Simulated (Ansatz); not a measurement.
SiGeO4 (F-43m) at 2 levels of theory

One geometry, relaxed with PBE; plane waves with PAW potentials in Ansatz, scalar-relativistic. No spin polarisation. Gaps are the least over mesh and band path; pressure is positive in compression.

```cif
data_structure
_symmetry_space_group_name_H-M 'F-43m'
_symmetry_Int_Tables_number 216
_cell_length_a 7.7295
_cell_length_b 7.7295
_cell_length_c 7.7295
_cell_angle_alpha 90.000
_cell_angle_beta 90.000
_cell_angle_gamma 90.000
_cell_volume 461.80
loop_
_atom_site_label
_atom_site_type_symbol
_atom_site_symmetry_multiplicity
_atom_site_Wyckoff_symbol
_atom_site_fract_x
_atom_site_fract_y
_atom_site_fract_z
_atom_site_occupancy
Si1 Si 4 c 0.25000 0.25000 0.25000 1
Ge1 Ge 4 b 0.50000 0.00000 0.00000 1
O1 O 16 e 0.62927 0.12927 0.87073 1
```

```json
{"level": "PBE", "cutoff (eV)": "420", "k mesh": "6×6×6", "gap (eV)": "4.04", "pressure (GPa)": "0.0"}
```

Question: What comes out on the same cell with r2SCAN?

Answer:
```tsv
level	cutoff (eV)	k mesh	gap (eV)	pressure (GPa)
r2SCAN	500	6×6×6	4.80	-3.8
```

The structure comes from a generated guess; another structure or a mixture of phases may lie lower.
